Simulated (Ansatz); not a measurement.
Values for one crystal, relaxed and computed with PBEsol (plane waves, PAW; program Ansatz); other levels are named.

Volume per atom: 10.99 Å³
Electronic character: metallic (no gap)
Young's modulus: 141 GPa
Hill bulk and shear moduli: 199 and 50.9 GPa
Mechanical stability: stable (all eigenvalues of C positive)
Density of states at the Fermi level: 1.7 states/eV per atom (mean over ±0.08 eV)
Debye temperature from the elastic constants: 389 K

Q: Which compound is it?
A) TiCo, CsCl type
B) AlRu, CsCl type
C) AlIr, CsCl type
D) AlCo3, Cu3Au type

A: D, AlCo3, Cu3Au type

Space group Pm-3m (Cu3Au type). The first step of the workflow began from a Materials Project structure, measured or hypothetical; the Crystallography Open Database copy checked does not list it. With Al and Co taken as one species the cell has the higher symmetry Fm-3m, so it may be an ordered model of a mixed-site phase. Its standing as an ambient phase is unchecked. The PBEsol relaxation kept the symmetry of its start; whether a distortion lowers the energy is not shown. The final state is ferromagnetic, chosen from 4 collinear starts compared on coarse meshes (ties went to the first, and starts can fall back to one state), not a proven ground state. As this level gives no gap, shear constants depend on the k-mesh and smearing (Fermi–Dirac, 0.1 eV here).

Potentials: the later of the program's two PAW sets.
